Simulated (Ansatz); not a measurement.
A: Ca (fcc, Cu type), a = 5.5685 Å, b = 5.5685 Å, c = 5.5685 Å, α = 90.00°, β = 90.00°, γ = 90.00°
B: CsBr (CsCl type), a = b = c = 4.3244 Å, α = β = γ = 90.00°
C: MnSi (FeSi type, space group P2_13), a = 4.557 Å, b = 4.557 Å, c = 4.557 Å, α = 90.00°, β = 90.00°, γ = 90.00°

Scan: energy against volume (even scaling of the relaxed cell, symmetry kept). One method and one kind of scan serve all of them; meshes and ranges differ. All were relaxed with their symmetry unable to fall. Relaxed MnSi ends ferromagnetic. Other magnetic orders were not checked, so this need not be the ground state. (This holds for the magnetic or f-shell members.)

### Question
Put the candidates in order of bulk modulus (fitted), lowest first, for r2SCAN (plane waves to 500 eV, PAW, scalar-relativistic; Ansatz, a program for electronic structure).

### Answer
B (15.4 GPa), A (18.0 GPa), C (183 GPa)

(A scan under strain: stresses follow from slopes of the energy per volume, elastic moduli from its curvatures.)
